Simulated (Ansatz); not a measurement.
The start is a relaxed Zr cell deformed by the Cartesian strain tensor (xx, yy, zz, yz, xz, xy) = (0.019, -0.112, -0.137, 0.028, 0.028, 0.016). A full variable-cell relaxation at zero pressure is run with r2SCAN (plane waves to 500 eV, PAW, scalar-relativistic; Ansatz, a program for electronic structure). First-step values are on the input's coarse k-mesh.

Ansatz input (later rounds restart from its end on a renewed k-mesh):
Ansatz 0.2 input:
```yaml
crystal:
  lattice:
    - [3.3075813155, 0.0535574992, 0.0892624987]
    - [-1.6074085029, 2.4694244953, 0.034077862]
    - [0.1416568382, 0.1442324171, 4.4454491418]
  atoms:
    - { symbol: Zr, position: [0.3333333333, 0.6666666667, 0.75] }
    - { symbol: Zr, position: [0.6666666667, 0.3333333333, 0.25] }
basis: { ecutwfc: 500, ecutrho_ratio: 4, xc_grid: 4, fft_grid_basis: typed }
kpoints: { mp_grid: { grid: [12, 13, 7] } }
hamiltonian:
  xc: r2scan
  dispersion: none
  pseudopotentials: { azcp: { folder: ./paw }, kind: paw }
scf: { occupations: { method: fermi_dirac, width: 0.05 } }
relax: { f_tol: 0.01, max_steps: 100, cell: { stress_tol: 0.02 } }
output: { forces: true, stress: true }
```

```yaml
initial_pressure: "+33.7 GPa (positive: the cell is compressed)"
largest_initial_force: 0.47 eV/Å, on Zr1, Zr2 (atoms numbered as listed)
energy_released: 0.55 eV/atom
volume_change: +28.3 %, from 18.31 to 23.50 Å³/atom
relative_to_the_parent: The parent structure is recovered, P6₃/mmc (No. 194)
Shortest distances (start → end): "The closest pairs of elements (up to four, under 3.6 Å), start → end: Zr–Zr 2.69 → 3.19 Å"
band_gap_at_the_end: zero (metallic)
optimiser_moves: 12
```

It ends as:

```cif
data_Zr2
_chemical_formula_sum 'Zr2'
_space_group_name_H-M_alt 'P63/mmc'
_space_group_IT_number 194
_space_group_name_Hall '-P 6c 2c'
_cell_length_a 3.24588
_cell_length_b 3.24588
_cell_length_c 5.15119
_cell_angle_alpha 90.000
_cell_angle_beta 90.000
_cell_angle_gamma 120.000
loop_
_atom_site_label
_atom_site_type_symbol
_atom_site_symmetry_multiplicity
_atom_site_Wyckoff_symbol
_atom_site_fract_x
_atom_site_fract_y
_atom_site_fract_z
_atom_site_occupancy
Zr1 Zr 2 c 0.33333 0.66667 0.25000 1
```

Final values are on a 16×16×9 k-mesh of the relaxed cell. No spin polarisation in the result.

The run could not lose the symmetry of its start.
